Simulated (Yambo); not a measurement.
Yambo run on SnO2 (rutile, space group P4_2/mnm, No. 136). The wavefunctions come from this Quantum ESPRESSO step (PBE, PseudoDojo stringent norm-conserving files, scalar-relativistic):

```
&CONTROL
  calculation = 'nscf'
  pseudo_dir = './pseudo'
  outdir = './out'
/
&SYSTEM
  ibrav = 0
  nat = 6
  ntyp = 2
  ecutwfc = 102.0
  ecutrho = 408.0
  occupations = 'fixed'
  force_symmorphic = .true.
  nbnd = 228
/
&ELECTRONS
  conv_thr = 6.000000000000001e-09
  diago_full_acc = .true.
  diago_thr_init = 1e-08
/
ATOMIC_SPECIES
O 15.9990 O.upf
Sn 118.7100 Sn.upf
CELL_PARAMETERS angstrom
  4.766482892500   0.000000000000   0.000000000000
  0.000000000000   4.766482892500   0.000000000000
  0.000000000000   0.000000000000   3.212061485000
ATOMIC_POSITIONS crystal
O   0.806300613450   0.806300613450   0.500000000000
O   0.193699386550   0.193699386550   0.500000000000
O   0.306300613450   0.693699386550   0.000000000000
O   0.693699386550   0.306300613450   0.000000000000
Sn   0.000000000000   0.000000000000   0.000000000000
Sn   0.500000000000   0.500000000000   0.500000000000
K_POINTS automatic
2 2 4 0 0 0
```

Yambo input:

```
rim_cut
gw0
dyson
el_el_corr
HF_and_locXC
ppa
em1d
RandQpts= 1000000
RandGvec= 1 Ry
EXXRLvcs= 102 Ry
VXCRLvcs= 408 Ry
Chimod= "HARTREE"
% BndsRnXp
 9 | 227 |
%
NGsBlkXp= 12 Ry
% LongDrXp
 1.0 | 1.0 | 1.0 |
%
PPAPntXp= 27.2114 eV
% GbndRnge
 1 | 227 |
%
GTermKind= "BG"
DysSolver= "n"
ExtendOut
% QPkrange
 1 | 1 | 34 | 35 |
 6 | 6 | 34 | 35 |
 7 | 7 | 34 | 35 |
 9 | 9 | 34 | 35 |
%
```

k points by index: 1 = Γ, 6 = R, 7 = M, 9 = A.

The o-*.qp file then holds:

```
#    K-point    Band    Eo [eV]    E [eV]    E-Eo [eV]    Vxc [eV]    Vnlxc [eV]    Sc|Eo [eV]    Sc|E [eV]    dSc/dw|Eo [eV]    Re(Z)    Im(Z)
#
    1    34    0.000000    -0.713718    -0.713718    -20.31492    -26.18579    4.954797    5.157155    -7.713806    0.779132    -0.001225
    1    35    1.028989    1.685309    0.656321    -16.44088    -12.38758    -3.263032    -3.396980    -5.553048    0.830515    -0.888530E-3
    6    34    -0.732269    -1.326978    -0.594710    -20.81273    -25.79590    4.226021    4.388461    -7.431212    0.785487    -0.001171
    6    35    6.217691    7.620174    1.402483    -19.18875    -13.30380    -4.154353    -4.482461    -6.366199    0.810403    0.469300E-3
    7    34    -0.876532    -1.730749    -0.854217    -19.45979    -25.58241    5.024573    5.268405    -7.766042    0.777968    -0.001351
    7    35    4.611829    5.706248    1.094419    -18.17684    -13.09498    -3.743916    -3.987436    -6.054489    0.817996    -0.820736E-3
    9    34    -0.801508    -1.635367    -0.833859    -19.53974    -25.67798    5.065317    5.304372    -7.799794    0.777218    -0.001298
    9    35    4.674105    5.724711    1.050606    -16.99522    -11.80644    -3.913899    -4.138172    -5.808907    0.824081    0.263299E-3
```
(The two width columns are left out.) Convergence of these settings isn't established.

Spin-orbit coupling is not included.

Geometry relaxed with PBEsol.
